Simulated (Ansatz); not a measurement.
## Property card for ZnInNO

ZnInNO:
```xyz
4
Lattice="3.4393 0.0000 0.0000 -1.7196 2.9785 0.0000 0.0000 0.0000 5.3980" Properties=species:S:1:pos:R:3 pbc="T T T"
In     0.0000     1.9857     2.7543
Zn     1.7196     0.9928     5.3803
O      0.0000     1.9857     0.5992
N      1.7196     0.9928     3.4118
```

Space group P3m1 (No. 156); conventional cell a = b = 3.439 Å, c = 5.398 Å, α = β = 90.00°, γ = 120.00°.

Method: PBEsol (plane waves, PAW; program Ansatz). Geometry: relaxed at this level of theory. Other levels are named where they apply.

Cell and energy:

* **Volume per atom**: 13.82 Å³
* **Density**: 6.31 g/cm³
* **Formation energy from the elements (no fitted shifts)**: -0.66 eV/atom

Electronic structure:

* **Electronic character**: no gap, with almost no states at the Fermi level (zero-gap or semimetallic)
* **Density of states at the Fermi level**: 0.01 states/eV per atom (mean over ±0.08 eV)
* **HSE06 gap on the PBEsol cell**: 1.07 eV (a hybrid on a coarse mesh can open a false gap in a semimetal)
* **Gap with spin–orbit coupling**: none (metallic)

Mechanics:

- Bulk modulus (Birch–Murnaghan fit) = 133 GPa
- Pressure derivative B′ = 4.3

Phonons:

Highest zone-centre frequency: 555 cm^-1
Zone-centre stability: no imaginary mode at Γ

The start of the workflow was typed in or built on a structure type; neither database checked (COD, Materials Project) lists it. Its standing as an ambient phase is unchecked. The PBEsol relaxation kept the symmetry of its start. As this level gives no gap, phonon frequencies hold no LO–TO term and depend on the k-mesh and smearing (Fermi–Dirac, 0.1 eV here). The references are the lowest solids computed at this level, not always the standard phases (solids in place of the gases). Spin–orbit coupling is left out wherever it is not named.

Potentials: the earlier of the program's two PAW sets. The files were generated under PBE; for other functionals the program regenerates the frozen cores, and for LDA and PBEsol the local potential too.
